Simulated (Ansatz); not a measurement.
A trial structure of Na2YScC6N6 was built thus: cyanide-bridged rock-salt net of two metals, 2 guest cations a cell (Fm-3m, No. 225). Lengths were set from tabulated atomic sizes, so they are only a guess.

```yaml
crystal:
  lattice:
    - [0.00000, 5.39600, 5.39600]
    - [5.39600, 0.00000, 5.39600]
    - [5.39600, 5.39600, 0.00000]
  atoms:
    - { symbol: Na, position: [0.25000, 0.25000, 0.25000] }
    - { symbol: Na, position: [0.75000, 0.75000, 0.75000] }
    - { symbol: Y, position: [0.00000, 0.00000, 0.00000] }
    - { symbol: Sc, position: [0.50000, 0.50000, 0.50000] }
    - { symbol: C, position: [0.80486, 0.19514, 0.19514] }
    - { symbol: C, position: [0.19514, 0.80486, 0.19514] }
    - { symbol: C, position: [0.19514, 0.19514, 0.80486] }
    - { symbol: C, position: [0.19514, 0.80486, 0.80486] }
    - { symbol: C, position: [0.80486, 0.19514, 0.80486] }
    - { symbol: C, position: [0.80486, 0.80486, 0.19514] }
    - { symbol: N, position: [0.69644, 0.30356, 0.30356] }
    - { symbol: N, position: [0.30356, 0.69644, 0.30356] }
    - { symbol: N, position: [0.30356, 0.30356, 0.69644] }
    - { symbol: N, position: [0.30356, 0.69644, 0.69644] }
    - { symbol: N, position: [0.69644, 0.30356, 0.69644] }
    - { symbol: N, position: [0.69644, 0.69644, 0.30356] }
```

Computed with DFT PBE, scalar-relativistic, plane waves, PAW (Ansatz). Cutoff 420 eV, Gaussian smearing, Γ-centred meshes. Cell and atoms relax first on a coarse mesh and then on a finer one. In between, the cell is made exact in the group found at 0.06 Å. In metals the finer mesh still leaves noise of several meV/atom or more. The steps can't lower the symmetry of their start. No spin polarisation in the relaxation; trial moments died out in a coarse test.

A guess keeps its type if space group and coordination stay and the shape of the cell changes little (axis ratios within about 15 %, angles within 6°); the volume may change.

Question: Does it keep its structure type, or change into something else?

Answer: It keeps its type. The symmetry stays Fm-3m (No. 225). The volume per atom grows by 26.3 %, from 19.6 to 24.8 Å³. The shortest distance goes from 1.17 Å (C–N) to 1.18 Å (C–N). Counting neighbours within 15 % of an atom's shortest distance, the start has C 1, N 1, Na 24, Sc 6, Y 6 and the end C 1, N 1, Na 24, Sc 6, Y 6.

The last run used a 6×6×6 mesh for its 16-atom cell and Gaussian smearing of 0.10 eV. Symmetry constrained the relaxation, so the result can be a saddle point.
